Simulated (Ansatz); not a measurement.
Re (dhcp (α-La type), P6_3/mmc) at seven volumes, DFT-LDA in the program Ansatz with PAW potentials, shape and atoms relaxed at each. One row is withheld.

```
V (Å³/atom)  P (GPa)
-----------  -------
13.033         46.90
13.463             ?
13.893         13.19
14.322         -0.01
14.752        -11.23
15.182        -20.76
15.611        -28.83
```

Problem. Fit the shown pressures and predict the withheld one.

Solution. P = (3/2)B₀(x^(7/2) − x^(5/2))[1 + (3/4)(B′ − 4)(x − 1)] with x = (V₀/V)^(2/3). Least squares on the six rows gives V₀ = 14.322 Å³/atom, B₀ = 404 GPa, B′ = 4.38. At V = 13.463, x = 1.0421 and P = 28.62 GPa. The run itself gave 28.68 GPa.

The workflow started from a Materials Project entry (that database holds measured and hypothetical structures alike). Its sites differ from those of the usual phase in this space group: another stacking or structure type. The LDA relaxation kept the symmetry of its start; of distortions, only those at the zone centre were tested. The run is not spin-polarised. Scalar-relativistic: spin–orbit coupling is off unless named, which matters more the heavier the elements.

Potentials: the later of the program's two PAW sets.
